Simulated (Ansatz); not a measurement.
Ni:
```xyz
1
Lattice="0.0000 1.7316 1.7316 1.7316 0.0000 1.7316 1.7316 1.7316 0.0000" Properties=species:S:1:pos:R:3 pbc="T T T"
Ni     0.0000     0.0000     0.0000
```
Starting moments (μB, in the order of the atoms Ni): 0.7.

Relaxed with PBEsol. Special points in fractions of this cell's reciprocal vectors: Γ (0.000, 0.000, 0.000); X (0.500, 0.000, 0.500); U (0.625, 0.250, 0.625); K (0.375, 0.375, 0.750); L (0.500, 0.500, 0.500); W (0.500, 0.250, 0.750).

List the band energies nearest the Fermi level at these points for plane-wave PAW PBEsol (Ansatz code).

In eV from the Fermi level; about four levels below and three above (degenerate sets whole), none deeper than 8.9 eV; … stands for higher levels left out; points with the same levels are listed once.

```
k                      below           above
---  -----------------------  --------------
Γ ↑        -2.59 -2.59 -2.59               …
X ↑  -4.51 -0.55 -0.44 -0.44               …
U ↑  -4.00 -2.26 -1.15 -0.72               …
L ↑  -2.58 -2.58 -0.60 -0.60               …
W ↑  -3.30 -3.30 -1.40 -0.44               …
Γ ↓        -1.85 -1.85 -1.85               …
X ↓              -4.66 -3.91  0.11 0.40 0.40
U ↓  -3.85 -3.47 -1.66 -0.53          0.11 …
L ↓  -4.77 -1.95 -1.95 -0.56               …
W ↓  -3.67 -2.70 -2.70 -0.80          0.41 …
```

Space group Fm-3m (fcc (Cu type)). The cell was relaxed with PBEsol under the symmetry of its start. The final state is ferromagnetic, chosen from 3 collinear starts compared on coarse meshes (ties went to the first, and starts can fall back to one state), not a proven ground state. Textbook magnetic order: ferromagnetic.

Potentials: the later of the program's two PAW sets.
